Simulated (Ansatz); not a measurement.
KBr:
```
KBr
1.0
    0.00000     3.30438     3.30438
    3.30438     0.00000     3.30438
    3.30438     3.30438     0.00000
K Br
1 1
Cartesian
  0.00000   0.00000   0.00000
  3.30438   3.30438   3.30438
```

Relaxed with r²SCAN. Special points in fractions of this cell's reciprocal vectors: Γ (0.000, 0.000, 0.000); X (0.500, 0.000, 0.500); U (0.625, 0.250, 0.625); K (0.375, 0.375, 0.750); L (0.500, 0.500, 0.500); W (0.500, 0.250, 0.750).

Task: List the band energies nearest the valence-band maximum at these points for r²SCAN in the plane-wave PAW code Ansatz.

Result: In eV from the valence-band maximum; about four levels below and three above (degenerate sets whole), none deeper than 8.9 eV; points with the same levels are listed once.

| k | below | above |
|---|---|---|
| Γ | 0.00 0.00 0.00 | 5.07 8.23 8.23 8.23 |
| X | -0.82 -0.29 -0.29 | 6.36 8.01 10.11 |
| U | -0.70 -0.63 -0.33 | 7.11 8.98 9.04 |
| L | -1.16 -0.33 -0.33 | 7.12 8.86 10.50 10.50 |
| W | -0.59 -0.59 -0.53 | 7.93 7.93 9.10 |

Space group Fm-3m (rock salt). The cell was relaxed with r²SCAN under the symmetry of its start; phonons on a q-mesh show no instability. Scalar-relativistic: spin–orbit coupling is off unless named, which matters more the heavier the elements.

Potentials: the later of the program's two PAW sets.
